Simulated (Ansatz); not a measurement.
Pt:
```yaml
crystal:
  lattice:
    - [0.00000, 1.98495, 1.98495]
    - [1.98495, 0.00000, 1.98495]
    - [1.98495, 1.98495, 0.00000]
  atoms:
    - { symbol: Pt, position: [0.00000, 0.00000, 0.00000] }
```

Relaxed with PBE. Special points in fractions of this cell's reciprocal vectors: Γ (0.000, 0.000, 0.000); X (0.500, 0.000, 0.500); U (0.625, 0.250, 0.625); K (0.375, 0.375, 0.750); L (0.500, 0.500, 0.500); W (0.500, 0.250, 0.750).

### Question
List the band energies nearest the Fermi level at these points for DFT-PBE in the program Ansatz with PAW potentials.

### Answer
In eV from the Fermi level; about four levels below and three above (degenerate sets whole), none deeper than 8.9 eV; … stands for higher levels left out; points with the same levels are listed once.

| k | below | above |
|---|---|---|
| Γ | -3.58 -3.58 -3.58 -1.55 -1.55 | … |
| X | -6.70 -6.27 0.00 | 0.46 0.46 1.84 |
| U | -5.18 -2.69 -1.24 -0.17 | 5.60 … |
| L | -6.97 -3.64 -3.64 -0.34 | 0.03 0.03 … |
| W | -5.35 -4.31 -4.31 -1.89 | 0.46 6.86 … |

Space group Fm-3m (fcc (Cu type)). Symmetry was held in the PBE relaxation. The run is not spin-polarised. Spin–orbit coupling is left out wherever it is not named.

Potentials: the earlier of the program's two PAW sets.
